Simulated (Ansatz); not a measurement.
Put Nd₂Sb₂Rh in P4/mmm (No. 123): Nd on 1b and 1c; Sb on 2h; Rh on 1a.

All numbers below come from DFT PBE, scalar-relativistic, plane waves, PAW, and for the lanthanide a 4f-in-core norm-conserving potential, in Ansatz. Cutoff 660 eV, Γ-centred mesh, Gaussian smearing, no spin polarisation.

Formation energies are uncorrected and refer to the elements' standard structures at the same level.

**Question.** Which cell and coordinates does it relax to?

**Answer.**

Space group P4/mmm (No. 123). a = 4.073 Å, b = 4.073 Å, c = 9.298 Å, α = 90.00°, β = 90.00°, γ = 90.00°
```json
{"atom": "Nd", "site": "1b", "symmetry": "4/mmm", "x": "0.0000", "y": "0.0000", "z": "0.5000"}
{"atom": "Nd", "site": "1c", "symmetry": "4/mmm", "x": "0.5000", "y": "0.5000", "z": "0.0000"}
{"atom": "Sb", "site": "2h", "symmetry": "4mm", "x": "0.5000", "y": "0.5000", "z": "0.3443"}
{"atom": "Rh", "site": "1a", "symmetry": "4/mmm", "x": "0.0000", "y": "0.0000", "z": "0.0000"}
```

Nd on its first site has 8 Sb at 3.22 Å; around Nd on its second site lie 4 Rh at 2.88 Å and 2 Sb at 3.20 Å; Sb has 1 Sb at 2.90 Å and 5 Nd at 3.20–3.22 Å; around Rh lie 4 Nd at 2.88 Å. Another local minimum with the same sites may exist.

**Question.** Where does its energy lie, and is it a metal?

**Answer.** The energy over the elements is −0.28 eV/atom and the gap on the 10×10×4 mesh of the 5-atom cell is 0 eV (a metal).

The last run used Gaussian smearing of 0.10 eV. Spin–orbit coupling, which can matter for Sb, is left out. Trial moments died out on the coarse mesh, so the last step has no spin; another magnetic start might hold. A structure relaxed within its symmetry needn't be a true minimum. Another cell of Nd2Sb2Rh relaxed alike, in P-3m1, lies 180 meV/atom lower, so this cell isn't the stable form at this level.

The lanthanide is trivalent by construction, without f bands, f moments or other valences. The reference runs of the other elements, and any phases without the lanthanide, used 420 eV, which shifts energies against them by under 10 meV/atom. The lanthanide's reference is the lowest of its hcp, dhcp and fcc cells.
